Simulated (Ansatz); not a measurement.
# PbSe (rock salt), generalised stacking-fault energy along a line

Generalised stacking fault of PbSe (rock salt) on the {100} plane. The cell below holds the perfect crystal with the plane normal along z; tilting its third vector by the shift puts one fault into each cell, between planes 3.11 Å apart, at fixed cell height.

```yaml
crystal:
  lattice:
    - [4.39655, 0.00000, 0.00000]
    - [0.00000, 4.39655, 0.00000]
    - [2.19827, 2.19827, 9.32648]
  atoms:
    - { symbol: Se, position: [0.00000, 0.00000, 0.83333] }
    - { symbol: Se, position: [0.33333, 0.33333, 0.16667] }
    - { symbol: Se, position: [0.66667, 0.66667, 0.50000] }
    - { symbol: Pb, position: [0.50000, 0.50000, 0.83333] }
    - { symbol: Pb, position: [0.83333, 0.83333, 0.16667] }
    - { symbol: Pb, position: [0.16667, 0.16667, 0.50000] }
```

In-plane vectors a = (4.397, 0.000) Å, b = (0.000, 4.397) Å, area 19.33 Å². The shift is s times the vector a + b (length 6.218 Å), so s = 1 restores the start. The shift is rigid: no atom relaxes. γ = [E(shift) − E(0)] / area.

These are PBE (plane waves to 420 eV, PAW, scalar-relativistic; Ansatz, an electronic-structure program) values and carry that method's errors. k mesh 7×7×7 (Γ-centred), Fermi-Dirac smearing 0.05 eV. Energies are extrapolated to zero smearing. Compression counts positive. As the smearing reaches across the gap at some points, the k mesh leaves noise in γ, roughly 0.02 J/m² as judged from a few cases. Faults lie only 9.3 Å apart, and holding the cell height and the atoms raises γ above its relaxed value. PbSe was relaxed with its symmetry unable to fall. Spin-orbit coupling is left out, though Pb is heavy. The PAW data are Ansatz's earlier set. The zero of γ is zero shift.

```tsv
s	γ (J/m²)	σ normal to the fault (GPa)
0.000	0.00	0.0
0.083	0.06	-0.2
0.167	0.21	-0.5
0.250	0.43	-0.4
0.333	0.68	0.3
0.417	0.86	0.9
0.500	0.92	1.3
0.583	0.86	0.9
0.667	0.68	0.3
0.750	0.43	-0.4
0.833	0.21	-0.5
0.917	0.06	-0.2
```

Derived quantities:

| Item | Result |
|---|---|
| Highest computed γ on the line | 0.92 J/m² |
| Position of the highest point | s = 0.500 |
| Local minima between the ends | no computed point is one |
| Steepest slope dγ/d(shift) before the first maximum (spline) | 4.9 GPa |

The 12 points together took roughly 12 core-minutes.

(The slope of γ gives the shear force per area between the displaced halves; near zero shift its curvature is an elastic stiffness.)
